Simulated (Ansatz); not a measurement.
Ga2O3 (C2/m), relaxed with HSE06 (Ansatz, a quantum-chemistry and plane-wave program, plane waves, PAW): a = 12.278 Å, b = 3.042 Å, c = 5.808 Å, α = γ = 90.00°, β = 103.81°.

```
Item                  Value
--------------------  -----
gap (eV)               4.17
B₀ by P(V) fit (GPa)    180
```

Question: The same phase is relaxed and computed with r²SCAN in the same code. What are the cell and these values now?

Answer: a = 12.256 Å, b = 3.039 Å, c = 5.808 Å, α = 90.00°, β = 103.81°, γ = 90.00°.

* **gap (eV)**: 3.02
* **B₀ by P(V) fit (GPa)**: 178

All cells were relaxed under the symmetry of their starts (and spin orders); stability against distortions was not tested throughout. Spin–orbit coupling is left out wherever it is not named.

Potentials: the later of the program's two PAW sets.

Ansatz is a plane-wave DFT program.
